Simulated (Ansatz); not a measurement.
The relaxed structure here is a generated cell of ZnS: the first start was made by a random draw of sites in a space group, and the end was not matched to a known phase here, so it may be hypothetical. Known forms of ZnS include space group No. 186, 216.

The end point of a relaxation of ZnS. Computed with PBE (plane waves to 420 eV, PAW, scalar-relativistic; Ansatz, a quantum-chemistry and plane-wave program).

```xyz
8
Lattice="6.4003 0.0000 0.0000 0.0000 6.4003 0.0000 0.0000 0.0000 6.4003" Properties=species:S:1:pos:R:3 pbc="T T T"
S      4.0002     4.0002     4.0002
S      5.6003     2.4001     0.8000
S      2.4001     0.8000     5.6003
S      0.8000     5.6003     2.4001
Zn     0.8000     0.8000     0.8000
Zn     2.4001     5.6003     4.0002
Zn     5.6003     4.0002     2.4001
Zn     4.0002     2.4001     5.6003
```

Determine the symmetry and give the standard cell with its independent sites.

Space group P4₃32 (No. 212); a = b = c = 6.400 Å, α = β = γ = 90.00°

```csv
atom,site,symmetry,x,y,z
S,4b,.32,0.6250,0.6250,0.6250
Zn,4a,.32,0.1250,0.1250,0.1250
```

Give the shortest distances between elements (the closest pairs, up to four, under 3.6 Å).

S–Zn 2.26 Å.

- Volume per atom: 32.77 Å³
- Band gap: 1.70 eV, direct at Γ (no spin-orbit coupling)

No spin polarisation in the result.

The run could not lose the symmetry of its start, so the end can be a saddle point.

All atoms sit on sites fixed by symmetry, so only the cell could relax.
